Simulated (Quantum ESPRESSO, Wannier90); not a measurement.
## W (bcc (W type)): Wannier90 run

```
W
1.0
   -1.58516     1.58516     1.58516
    1.58516    -1.58516     1.58516
    1.58516     1.58516    -1.58516
W
1
Direct
  0.00000   0.00000   0.00000
```

Materials Project entry mp-91; symmetrised, unrelaxed at this level. This is the element's usual structure. Method: PBEsol plane waves in Quantum ESPRESSO 7.5 (PseudoDojo norm-conserving files, 60 Ry, spinors with spin-orbit coupling), Bloch states on a 10×10×10 mesh through Γ, Wannier90 4.0.1. Density: 18×18×18 mesh, cold smearing 0.01 Ry.

The plane-wave run has 42 bands and 14 electrons a cell. On the energy scale of pw.x, whose zero is arbitrary, the Fermi level lies at 22.22 eV.

Isolated groups of bands, relative to the Fermi level (bands from 9 on overlap up to the last one computed):

```tsv
bands	from (eV)	to (eV)	filling	weight on atomic waves
1–2	-73.89	-73.66	filled	W 5s 97 %
3–4	-45.46	-44.90	filled	W 5p 99 %
5–8	-35.93	-34.80	filled	W 5p 98 %
```

Input w.win, without the blocks of cell, atoms and k-points (1000 lines):

```
num_bands = 34
num_wann = 18
exclude_bands = 1-8
spinors = true
num_iter = 1000
conv_tol = 1.0e-6
conv_window = 4
dis_num_iter = 1000
dis_conv_tol = 1.0e-6
dis_froz_max = 41.07
write_hr = true
write_u_matrices = true
begin projections
f=-0.00181,0.00764,0.01821: s;p;d
end projections
mp_grid = 10 10 10
```

wannier90.x stops with:
```
dis_windows: More states in the frozen window than target WFs
```
At some k-point more bands lie below dis_froz_max than there are Wannier functions, and every frozen state has to fit into the subspace. Mended as below, all else unchanged, the run goes through (Ω_I = 18.0 Å²) and follows the plane-wave bands to 3.5 meV rms (states up to 1.0 eV relative to the Fermi level).
```
dis_froz_max = 23.72
```
